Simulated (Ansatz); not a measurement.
IrW (L1₀ or tetragonal B2, P4/mmm) at seven volumes, PBEsol (plane waves, PAW; program Ansatz), shape and atoms relaxed at each. One row is withheld.

```tsv
V (Å³/atom)	P (GPa)
13.391	?
13.832	25.90
14.274	11.87
14.715	0.00
15.157	-10.05
15.598	-18.54
16.040	-25.70
```

Task: Fit the shown pressures and predict the withheld one.

Result: Third-order Birch–Murnaghan: P = (3/2)B₀(x^(7/2) − x^(5/2))[1 + (3/4)(B′ − 4)(x − 1)] with x = (V₀/V)^(2/3). Least squares on the six rows gives V₀ = 14.715 Å³/atom, B₀ = 363.2 GPa, B′ = 4.59. At V = 13.391, x = 1.0649 and P = 42.54 GPa. The run itself gave 42.49 GPa.

The start of the workflow was typed in or built on a structure type; neither database checked (COD, Materials Project) lists it. COD files the formula under space group No. 51. Whether it is the stable phase at ambient conditions was not checked. Symmetry was held in the PBEsol relaxation; whether a distortion lowers the energy is not shown. The run is not spin-polarised. Scalar-relativistic: spin–orbit coupling is off unless named, which matters more the heavier the elements.

Potentials: the earlier of the program's two PAW sets. The files were generated under PBE; for other functionals the program regenerates the frozen cores, and for LDA and PBEsol the local potential too.
